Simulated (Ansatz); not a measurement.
**Kick test of a cell of V2BN**

The cell was found from a structure generator's guess, not taken from experiment.

These are results of DFT PBE, scalar-relativistic, plane waves, PAW in Ansatz 0.2.0, not measurements. Plane waves to 420 eV, a k mesh through Γ of 12×12×16 on the computed 4-atom cell and Gaussian smearing (0.10 eV); no spin polarisation.

The cell below (4 atoms, space group P4/mmm (No. 123)) is relaxed within its symmetry.

```
CELL_PARAMETERS angstrom
3.77777 0.00000 0.00000
0.00000 3.77777 0.00000
0.00000 0.00000 2.93553
ATOMIC_POSITIONS crystal
V 0.50000 0.00000 0.00000
V 0.00000 0.50000 0.00000
B 0.50000 0.50000 0.50000
N 0.00000 0.00000 0.00000
```

For the test a repeat of it with 8 atoms (edges 2.94, 3.78, 7.56 Å) was strained at random (σ = 1.5 % a component), the atoms were moved at random (σ = 0.05 Å), and all was relaxed again on a coarse 8×6×4 mesh (in the run’s order of axes) with 0.20 eV smearing, with no symmetry imposed.

Trial moments died out on the coarse mesh, so the last step has no spin; another magnetic start might hold.

Question: Does it come back?

Answer: It returns, within 1 meV/atom of the unmoved cell on that mesh and with the same symmetry when read at 0.1 Å (Cmmm at 0.01 Å, so small strains and shifts remain). No instability shows in this cell; modes of other wave vectors, which need another repeat, aren't tested. Another cell of V2BN relaxed alike, in P6_3/mmc, lies 0.34 eV/atom lower, so this cell isn't the stable form at this level.
